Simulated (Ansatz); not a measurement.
KF:
```yaml
crystal:
  lattice:
    - [0.00000, 2.65943, 2.65943]
    - [2.65943, 0.00000, 2.65943]
    - [2.65943, 2.65943, 0.00000]
  atoms:
    - { symbol: K, position: [0.00000, 0.00000, 0.00000] }
    - { symbol: F, position: [0.50000, 0.50000, 0.50000] }
```

Relaxed with r²SCAN.

Give the optical modes at the zone centre with their infrared and Raman activity from DFPT, r²SCAN in the plane-wave PAW code Ansatz.

Transverse frequencies, without the LO–TO term; a row sums one degenerate level.

```csv
ω (cm⁻¹),degeneracy,IR ((D/Å)²/amu),Raman (Å⁴/amu),activity,symmetry
194,3,6.93,0,IR,T1u
```

How high does the top mode go among those that the LO–TO term moves?

324 cm⁻¹ for q along x.

Space group Fm-3m (rock salt). Symmetry was held in the r²SCAN relaxation.

Potentials: the earlier of the program's two PAW sets. The files were generated under PBE; for other functionals the program regenerates the frozen cores, and for LDA and PBEsol the local potential too.
